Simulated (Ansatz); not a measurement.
Consider the following.

Sb:
```cif
data_Sb8
_chemical_formula_sum 'Sb8'
_space_group_name_H-M_alt 'I-43m'
_space_group_IT_number 217
_space_group_name_Hall 'I -4 2 3'
_cell_length_a 6.95453
_cell_length_b 6.95453
_cell_length_c 6.95453
_cell_angle_alpha 90.000
_cell_angle_beta 90.000
_cell_angle_gamma 90.000
loop_
_atom_site_label
_atom_site_type_symbol
_atom_site_symmetry_multiplicity
_atom_site_Wyckoff_symbol
_atom_site_fract_x
_atom_site_fract_y
_atom_site_fract_z
_atom_site_occupancy
Sb1 Sb 8 c 0.14454 0.14454 0.14454 1
```
(The calculation used a cell of 4 atoms; values per cell refer to that cell.)

This is the r²SCAN+D4-relaxed structure.

Q: All from r²SCAN+D4 in the plane-wave PAW code Ansatz, unless another level is named. Give the gap with spin–orbit coupling.

A: 1.12 eV.

Q: What about the HSE06 gap on the r²SCAN+D4 cell?

A: 1.56 eV.

Q: Next, the hole effective mass, band 2 of 2 at the edge?

A: 0.20 along [100], 0.26 along [110], 0.38 along [111] (mₑ).

The start of the workflow was typed in or built on a structure type; neither database checked (COD, Materials Project) lists it. It is not the phase usual at ambient conditions (space group No. 166). The r²SCAN+D4 relaxation kept the symmetry of its start; its stability against distortions is not shown here. The volume moved by 16 % from the start of the relaxation. Spin–orbit coupling is left out wherever it is not named.

Potentials: the earlier of the program's two PAW sets.
